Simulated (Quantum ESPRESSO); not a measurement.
# Band energies of Rb$_{2}$BrOH

```
CELL_PARAMETERS angstrom
      6.94148     0.00000     0.00000
      0.00000     4.47932     0.00000
     -2.75303     0.00000     8.47079
ATOMIC_POSITIONS crystal
  H  0.83641 0.25000 0.20744
  H  0.16359 0.75000 0.79256
  O  0.68982 0.25000 0.16905
  O  0.31018 0.75000 0.83095
  Br 0.82444 0.25000 0.69750
  Br 0.17556 0.75000 0.30250
  Rb 0.71491 0.75000 0.96318
  Rb 0.28509 0.25000 0.03682
  Rb 0.29343 0.25000 0.61837
  Rb 0.70657 0.75000 0.38163
```

PBEsol (Quantum ESPRESSO, PseudoDojo norm-conserving, 84 Ry, scalar-relativistic); path ΓYHCEM1AXH1,MDZ,YD; energies in eV from the valence-band maximum.

```csv
k (1/Å),point,band 28,band 29,band 30,band 31,band 32,band 33,band 34,band 35
0.00,Γ,-0.78,-0.19,-0.12,-0.11,-0.03,3.35,5.11,5.85
0.00,Y,-0.79,-0.26,-0.25,-0.12,-0.09,4.30,4.51,5.69
0.38,H,-0.79,-0.24,-0.20,-0.14,-0.06,5.01,5.06,5.55
0.38,C,-0.81,-0.25,-0.25,-0.11,-0.10,4.92,5.21,5.87
0.56,,-0.91,-0.20,-0.20,-0.10,-0.08,5.07,5.33,5.96
0.73,,-1.12,-0.11,-0.10,-0.09,-0.05,5.41,5.55,5.95
0.91,,-1.16,-0.10,-0.07,-0.03,-0.02,5.68,5.75,5.81
1.08,E,-1.18,-0.10,-0.10,0.00,0.00,5.66,5.66,5.90
1.08,M1,-1.18,-0.10,-0.10,0.00,0.00,5.63,5.63,5.98
1.32,A,-1.18,-0.06,-0.06,0.00,0.00,5.49,5.49,6.23
1.49,,-1.17,-0.11,-0.06,-0.04,-0.03,5.44,5.62,6.12
1.67,,-1.09,-0.13,-0.11,-0.09,-0.08,5.24,5.64,6.08
1.84,,-0.88,-0.15,-0.12,-0.11,-0.07,4.87,5.30,5.74
2.02,X,-0.78,-0.16,-0.14,-0.11,-0.02,4.68,5.11,5.58
2.02,H1,-0.79,-0.24,-0.20,-0.14,-0.06,5.01,5.06,5.55
2.79,M,-1.18,-0.10,-0.10,0.00,0.00,5.63,5.63,5.98
2.98,,-1.16,-0.12,-0.12,-0.01,-0.01,5.43,5.43,5.88
3.17,D,-1.09,-0.14,-0.14,-0.01,-0.01,5.31,5.31,5.79
3.36,,-1.09,-0.12,-0.12,-0.01,-0.01,5.28,5.28,5.81
3.54,Z,-1.09,-0.10,-0.10,-0.01,-0.01,5.26,5.26,5.86
3.54,Y,-0.79,-0.26,-0.25,-0.12,-0.09,4.30,4.51,5.69
3.68,,-0.87,-0.23,-0.22,-0.11,-0.09,4.41,4.60,5.72
3.82,,-1.02,-0.16,-0.15,-0.09,-0.07,4.70,4.84,5.71
3.96,,-1.08,-0.10,-0.10,-0.08,-0.07,5.08,5.14,5.58
4.10,,-1.08,-0.13,-0.13,-0.03,-0.03,5.31,5.35,5.63
4.24,D,-1.09,-0.14,-0.14,-0.01,-0.01,5.31,5.31,5.79
```

The PBEsol gap is indirect, 3.35 eV, from E to Γ; the smallest direct gap is 3.38 eV. Another valence extremum on the path lies within 0.02 eV, too close to call.

Spin-orbit splittings are left out.

Geometry of the Materials Project entry, not relaxed at this level.

The structure is a Materials Project entry; no match was found in the copy of COD used, and its stability was not checked.
